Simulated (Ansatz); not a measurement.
LaRu2:
```
LaRu2
1.0
    0.00000     3.83772     3.83772
    3.83772     0.00000     3.83772
    3.83772     3.83772     0.00000
Ru La
4 2
Direct
  0.12500   0.12500   0.12500
  0.62500   0.12500   0.12500
  0.12500   0.12500   0.62500
  0.12500   0.62500   0.12500
  0.50000   0.50000   0.50000
  0.75000   0.75000   0.75000
```

Relaxed with r²SCAN. Special points in fractions of this cell's reciprocal vectors: Γ (0.000, 0.000, 0.000); X (0.500, 0.000, 0.500); U (0.625, 0.250, 0.625); K (0.375, 0.375, 0.750); L (0.500, 0.500, 0.500); W (0.500, 0.250, 0.750).

**Question.** List the band energies nearest the Fermi level at these points for r²SCAN (plane waves, PAW; program Ansatz).

**Answer.** In eV from the Fermi level; about four levels below and three above (degenerate sets whole), none deeper than 8.9 eV; points with the same levels are listed once.

```json
[
 {"k": "Γ", "below": "-0.28 -0.28 -0.28 0.00 0.00 0.00", "above": "0.08 0.08 1.50 1.50 1.50"},
 {"k": "X", "below": "-1.63 -1.63 -0.72 -0.72", "above": "0.10 0.10 0.24 0.24"},
 {"k": "U", "below": "-0.82 -0.40 -0.35 -0.30", "above": "0.41 0.80 1.87"},
 {"k": "L", "below": "-1.17 -1.17 -0.23 -0.12 -0.12", "above": "0.46 0.46 1.34 1.34"},
 {"k": "W", "below": "-0.45 -0.45 -0.28 -0.28", "above": "0.68 0.68 2.13 2.13"}
]
```

Space group Fd-3m (cubic Laves (MgCu2 type)). The workflow started from an entry of the Crystallography Open Database (COD). Whether it is the stable phase at ambient conditions was not checked. The r²SCAN relaxation kept the symmetry of its start; its stability against distortions is not shown here. No spin polarisation was allowed. Scalar-relativistic: spin–orbit coupling is off unless named, which matters more the heavier the elements.

Potentials: the later of the program's two PAW sets.
